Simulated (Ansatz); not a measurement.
**ZrHg (P4/mmm): electronic heat capacity and spin susceptibility from the density of states**

Method: Ansatz, DFT r2SCAN, scalar-relativistic, plane waves, PAW.

Cutoff 500 eV; k points 14×14×10 on the computed 2-atom cell (Γ-centred); Gaussian smearing, width 0.10 eV; no spin polarisation.

Relaxed cell: P4/mmm, a = 3.135 Å, b = 3.135 Å, c = 4.301 Å, α = 90.00°, β = 90.00°, γ = 90.00°, 2 atoms in the primitive cell. Whether it is the stable form of this composition wasn't checked.

The density of states at the Fermi level is 1.869 states/eV in the cell of 2 atoms (1 formula unit; both spins, tetrahedra on a 21×21×15 mesh).

Question: What Sommerfeld coefficient and Pauli susceptibility does this give?

Answer: Per formula unit N(E_F) = 1.869 states/eV. γ = (π²/3) k_B² N(E_F) N_A = 2.357 mJ/(mol K²) per state/eV, so γ = 4.4 mJ/(mol K²), a mole of formula units. χ_P = μ_B² N(E_F) N_A = 3.23×10⁻⁵ emu/mol per state/eV gives 6.0×10⁻⁵ emu/mol. This is the bare band result: a measured γ of the same phase is as a rule larger by a factor 1 + λ from phonons and spin fluctuations, the spin part of χ is larger by the Stoner factor, and a measured χ also holds orbital and core terms. N(E_F) at one energy is sensitive to the mesh where the density of states has sharp peaks.

Spin-orbit coupling is left out, which matters for the bands of heavy elements.